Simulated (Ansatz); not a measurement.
RbVF3: a fit and a missing row

RbVF3, Pm-3m, a = 4.151 Å. The structure is a COD entry; whether it is the stable form wasn't checked. Ansatz: PBEsol, PAW, 420 eV, Γ-centred 8×8×8 mesh on 5 atoms, Gaussian smearing 0.02 eV; collinear spin, largest moment 2.2 μB. Symmetry fixes shape and atoms, so the cell is only scaled; pressure is positive in compression.

| V (Å³/atom) | P (GPa) |
| --- | --- |
| 12.589 | 13.46 |
| 13.019 | 9.16 |
| 13.448 | 5.56 |
| 13.877 | 2.53 |
| 14.306 | -0.01 |
| 14.735 | -2.14 |
| 15.165 | -3.93 |
| 15.737 | ? |

**Question.** Take V0 = 14.306 Å³/atom, count pressures from its P0 = -0.01 GPa, fit the third-order Birch–Murnaghan form to the other rows, and predict the missing pressure.

**Answer.** With the Eulerian strain f = ½[(V0/V)^(2/3) − 1] and y = (P − P0)/[3f(1 + 2f)^(5/2)], the form is the line y = B0 + 1.5 B0 (B0′ − 4) f. Rows (f, y): 0.04449, 81.6; 0.03243, 80.6; 0.02105, 79.6; 0.01025, 78.5; -0.00975, 76.5; -0.01906, 75.6. Means f = 0.01324, y = 78.733; Σ(Δf)² = 0.002987, ΣΔfΔy = 0.2854; the slope is their ratio. y = 77.47 + 95.57 f GPa, so B0 = 77.5 GPa and B0′ = 4 + 2 × (95.57)/(3 × 77.47) = 4.82. At V = 15.737, f = -0.03079, y = 74.53 and P = -5.88 GPa. The run gave -5.88 GPa, the same to the digits shown. The form still works here, 22 % of the fitted range beyond its end.

The cell holds one magnetic atom, so it can only be ferromagnetic; an antiferromagnetic order may lie lower.

Symmetry holds off the tilts and polar distortions that many cubic perovskites undergo.

Cost: 8 runs of about 2.2 core-minutes in all, on Arm Neoverse V2 (shared hosts).